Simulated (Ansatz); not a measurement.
The base level is DFT PBE, scalar-relativistic, plane waves, PAW in Ansatz 0.2.0. Cutoff 420 eV, Γ-centred meshes of about 0.25 Å⁻¹ or finer for metals and 0.3 Å⁻¹ for insulators (2π included), Gaussian smearing. No spin polarisation.

Structures of Zr4Ag, relaxed with PBE:

A.

Space group Cmmm (No. 65). a = 7.651 Å, b = 10.016 Å, c = 3.200 Å, α = 90.00°, β = 90.00°, γ = 90.00°
```tsv
atom	site	symmetry	x	y	z
Zr	4j	m2m	0.5000	0.7201	0.5000
Zr	4g	2mm	0.1962	0.0000	0.0000
Ag	2c	mmm	0.5000	0.0000	0.5000
```

B.

Space group I4/mmm (No. 139). a = 5.432 Å, b = 5.432 Å, c = 8.342 Å, α = 90.00°, β = 90.00°, γ = 90.00°
```csv
atom,site,symmetry,x,y,z
Zr,4c,mmm.,0.0000,0.5000,0.0000
Zr,4e,4mm,0.0000,0.0000,0.1781
Ag,2b,4/mmm,0.5000,0.5000,0.0000
```

C.

Space group I4/mmm (No. 139). a = 7.703 Å, b = 7.703 Å, c = 3.901 Å, α = 90.00°, β = 90.00°, γ = 90.00°
| atom | site | symmetry | x | y | z |
| --- | --- | --- | --- | --- | --- |
| Zr | 8j | m2m. | 0.7876 | 0.5000 | 0.0000 |
| Ag | 2a | 4/mmm | 0.0000 | 0.0000 | 0.0000 |

With PBE the energies per atom relative to A are: B +195 meV, C −126 meV.

Question: What do the differences become with r2SCAN (500 eV) at these PBE geometries?

Answer: The order stays C < A < B.

```json
{"cell": "A", "group": "Cmmm", "coarse PBE screen (meV/atom, to 10)": "0", "PBE, fine mesh (meV/atom)": "0", "r2SCAN at the PBE cell (meV/atom)": "0", "r2SCAN pressure (GPa)": "-0.5", "gap PBE (eV)": "0.00", "gap r2SCAN (eV)": "0.00"}
{"cell": "B", "group": "I4/mmm", "coarse PBE screen (meV/atom, to 10)": "190", "PBE, fine mesh (meV/atom)": "195", "r2SCAN at the PBE cell (meV/atom)": "209", "r2SCAN pressure (GPa)": "-0.5", "gap PBE (eV)": "0.00", "gap r2SCAN (eV)": "0.00"}
{"cell": "C", "group": "I4/mmm", "coarse PBE screen (meV/atom, to 10)": "-120", "PBE, fine mesh (meV/atom)": "-126", "r2SCAN at the PBE cell (meV/atom)": "-115", "r2SCAN pressure (GPa)": "-0.7", "gap PBE (eV)": "0.00", "gap r2SCAN (eV)": "0.00"}
```

Energies count from A, gaps are read on the mesh, and pressure is positive in compression.

Even the lowest cell shown lies +0.23 eV/atom against the elements' standard structures at this level. Trial moments fell under 0.15 μB along the way in Cmmm and I4/mmm; another start might hold them. With atoms moved at random, C (by 234 meV/atom) fell into a lower structure. A and B had no clear such test and can be saddle points.
